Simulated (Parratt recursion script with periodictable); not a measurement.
**What roughness does to the fringe maxima of MoSi2 on Si**

| layer, from the top | thickness (Å) | density (g/cm³) | rms roughness of its top face (Å) | ρ (10⁻⁶ Å⁻²) | ρ″ (10⁻⁶ Å⁻²) |
|---|---|---|---|---|---|
| MoSi2 | 150 | 5.918 | varied | 3.518 | 1.839 × 10⁻⁴ |
| Si (substrate) | – | 2.313 | 2 | 2.059 | 2.358 × 10⁻⁵ |

ρ and ρ″ are the real and imaginary parts of the scattering length density. Vacuum lies above.

Densities are inputs, not measurements. They were set from computed cells of the Materials Project: MoSi2 from entry mp-2592 (I4/mmm, 6.295 g/cm³, taken at 94 %); Si from entry mp-149 (Fd-3m, 2.313 g/cm³). A layer's crystal structure does not enter its constants, only its composition and density.

Method: specular neutron reflectivity, Parratt recursion, Névot-Croce roughness, natural isotopes, no magnetic scattering (Parratt recursion script with periodictable 1.7.1).

Neutron wavelength 5.5 Å. Q is scanned from 0.004 to 0.25 Å⁻¹ in 600 evenly spaced points, and the curve is smoothed with a Gaussian of 0.001 Å⁻¹ full width. A maximum is a scan point above both neighbours; its place and height come from a parabola through R at the three points.

The table follows two fringe maxima, those next to orders 3.5 and 5.5 of m = (d/2π)(Q² − 16πρ)^½, through runs that differ in the roughness σ₁ of the film surface alone.

| σ₁ (Å) | Q of the first (Å⁻¹) | R there | Q of the second (Å⁻¹) | R there |
|---|---|---|---|---|
| 0 | 0.1442 | 8.55 × 10⁻⁶ | 0.2288 | 1.33 × 10⁻⁶ |
| 3.6 | 0.1441 | 7.07 × 10⁻⁶ | 0.2286 | 8.28 × 10⁻⁷ |
| 4 | 0.1441 | 6.77 × 10⁻⁶ | 0.2286 | 7.47 × 10⁻⁷ |
| 10 | 0.1436 | ? | 0.2266 | ? |

Estimate the two heights for σ₁ = 10 Å.

At a maximum the amplitudes from the film's two faces add: R ≈ (|r₁|g₁ + |r₂|g₂A)². Here q₀ = Q, qⱼ = (Q² − 16πρⱼ)^½ (1 film, 2 substrate), |r₁| = |q₀² − q₁²|/(q₀ + q₁)², |r₂| = |q₁² − q₂²|/(q₁ + q₂)² with the numerators taken from the constants, g₁ = exp(−q₀q₁σ₁²/2), g₂ = exp(−q₁q₂σ₂²/2), and A = exp(−8πρ″₁d/q₁) for absorption in the film.

Check on a shown row, σ₁ = 0 Å, second maximum: q₀ = 0.2288, q₁ = 0.2284, q₂ = 0.2286 Å⁻¹; |r₁| = 8.46 × 10⁻⁴, |r₂| = 3.51 × 10⁻⁴; g₁ = 1.00, g₂ = 0.901, A = 1.000; R ≈ 1.35 × 10⁻⁶ against 1.33 × 10⁻⁶ in the table.

- σ₁ = 10 Å, first maximum: q₀ = 0.1436, q₁ = 0.1430, q₂ = 0.1432 Å⁻¹; |r₁| = 0.00215, |r₂| = 8.95 × 10⁻⁴; g₁ = 0.358, g₂ = 0.960, A = 1.000; R ≈ 2.65 × 10⁻⁶.
- σ₁ = 10 Å, second maximum: q₀ = 0.2266, q₁ = 0.2262, q₂ = 0.2264 Å⁻¹; |r₁| = 8.62 × 10⁻⁴, |r₂| = 3.58 × 10⁻⁴; g₁ = 0.0771, g₂ = 0.903, A = 1.000; R ≈ 1.52 × 10⁻⁷.

The run gave 2.47 × 10⁻⁶ and 1.44 × 10⁻⁷; the estimates are 1.07 and 1.06 times these.
